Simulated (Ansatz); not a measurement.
Zr2SiN in space group P6_3/mmc (No. 194; Zr on 4f, Si on 2d, N on 2a) at seven volumes, DFT-PBE in the program Ansatz with PAW potentials, shape and atoms relaxed at each. One row is withheld.

```json
[
 {"V (Å³/atom)": "14.126", "P (GPa)": "18.69"},
 {"V (Å³/atom)": "14.592", "P (GPa)": "11.46"},
 {"V (Å³/atom)": "15.058", "P (GPa)": "5.29"},
 {"V (Å³/atom)": "15.524", "P (GPa)": "0.00"},
 {"V (Å³/atom)": "15.989", "P (GPa)": "-4.50"},
 {"V (Å³/atom)": "16.455", "P (GPa)": "-8.35"},
 {"V (Å³/atom)": "16.921", "P (GPa)": "?"}
]
```

Task: Fit the shown pressures and predict the withheld one.

Result: P = (3/2)B₀(x^(7/2) − x^(5/2))[1 + (3/4)(B′ − 4)(x − 1)] with x = (V₀/V)^(2/3). Least squares on the six rows gives V₀ = 15.525 Å³/atom, B₀ = 162 GPa, B′ = 4.21. At V = 16.921, x = 0.9442 and P = -11.64 GPa. The run itself gave -11.60 GPa.

The start of the workflow was typed in or built on a structure type; neither database checked (COD, Materials Project) lists it. Its standing as an ambient phase is unchecked. Symmetry was held in the PBE relaxation; its stability against distortions is not shown here. No spin polarisation was allowed.

Potentials: the earlier of the program's two PAW sets.
